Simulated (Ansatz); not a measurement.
Structure optimisation: nickel, diamond

Level of theory: DFT, m-r2SCAN, plane waves (500 eV) with PAW, scalar-relativistic (Ansatz). (PAW data from PBE, frozen cores regenerated.)

k-point mesh 11×11×11, Fermi-Dirac smearing 0.05 eV, starting moments 0.80, -0.80 μB. Cell and atoms relax.

Starting structure:

```yaml
crystal:
  lattice:
    - [0.00000, 2.45346, 2.45346]
    - [2.45346, 0.00000, 2.45346]
    - [2.45346, 2.45346, 0.00000]
  atoms:
    - { symbol: Ni, position: [0.12500, 0.12500, 0.12500] }
    - { symbol: Ni, position: [0.87500, 0.87500, 0.87500] }
```

What cell does the relaxation end in?

Fd-3m (spin ignored) with a = 5.018 Å; 15.80 Å³ per atom against 14.77 at the start (7.0 %).

How much energy does the relaxation gain?

24.9 meV per atom.

Path of the relaxation (the plane waves are chosen anew near the end, which can shift the energy a little):

| step | E − E(final) (meV/atom) | V (Å³/atom) | P (GPa) | max force (eV/Å) |
| --- | --- | --- | --- | --- |
| 0 | 24.95 | 14.769 | 8.30 | 0.000 |
| 1 | 5.96 | 15.307 | 3.53 | 0.000 |
| 2 | 1.37 | 15.732 | 0.38 | 0.000 |
| 3 | 1.36 | 15.786 | 0.00 | 0.000 |
| 4 | 0.00 | 15.786 | 0.07 | 0.000 |
| 5 | 0.00 | 15.796 | 0.00 | 0.000 |
| 6 | 0.00 | 15.796 | 0.00 | 0.000 |

Which magnetic state does it end in?

ferromagnetic, net 0.79 μB per atom; moments 0.82 ×2 μB.

m-r²SCAN is r²SCAN on the gauge-invariant kinetic-energy density; without spin polarisation the two are equal.
